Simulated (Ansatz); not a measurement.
TiB2 (AlB2 type, space group P6/mmm)

```
TiB2
1.0
    3.03199     0.00000     0.00000
   -1.51599     2.62578     0.00000
    0.00000     0.00000     3.22437
Ti B
1 2
Cartesian
  0.00000   0.00000   0.00000
  0.00000   1.75052   1.61218
  1.51599   0.87526   1.61218
```

In each cell atom 1 (Ti, nearest neighbour B at 2.380 Å; its periodic images, 3.0 Å or more away, move with it) moves by s·(0.637, 0.368, -0.677) (towards the nearest neighbour), the rest being held.

Computed with PBE (plane waves to 420 eV, PAW, scalar-relativistic; Ansatz, an electronic-structure program). k mesh 14×14×12 (Γ-centred), Fermi-Dirac smearing 0.05 eV. The energy includes the smearing's −TS. With partly filled bands, energies and forces of such displacements shift with the k mesh and the smearing. TiB2 is run without spin polarisation. TiB2 was relaxed with its symmetry unable to fall. ΔE is measured from the undisplaced structure. The last digit holds for this mesh only.

```json
[
 {"s (Å)": "-0.240", "ΔE (meV/cell)": "424.4"},
 {"s (Å)": "-0.192", "ΔE (meV/cell)": "268.6"},
 {"s (Å)": "-0.144", "ΔE (meV/cell)": "149.9"},
 {"s (Å)": "-0.096", "ΔE (meV/cell)": "66.3"},
 {"s (Å)": "-0.048", "ΔE (meV/cell)": "16.5"},
 {"s (Å)": "0.000", "ΔE (meV/cell)": "0.0"},
 {"s (Å)": "0.048", "ΔE (meV/cell)": "16.5"},
 {"s (Å)": "0.096", "ΔE (meV/cell)": "66.3"},
 {"s (Å)": "0.144", "ΔE (meV/cell)": "149.9"},
 {"s (Å)": "0.192", "ΔE (meV/cell)": "268.6"},
 {"s (Å)": "0.240", "ΔE (meV/cell)": "424.4"}
]
```

Question: What force constant k = d²E/ds² at s = 0 does the table give?

Answer: 14 eV/Å². It is the second difference of the nearest points, corrected with the next pair.

Question: With k = 14.32 eV/Å² from the forces, is the well harmonic out to s = 0.240 Å?

Answer: ½ks² = 413 meV/cell against the computed 424 meV/cell, so the well is close to harmonic there.

(For displaced atoms, the force is minus the slope of the energy, and its curvature is a force constant, which sets phonon frequencies.)
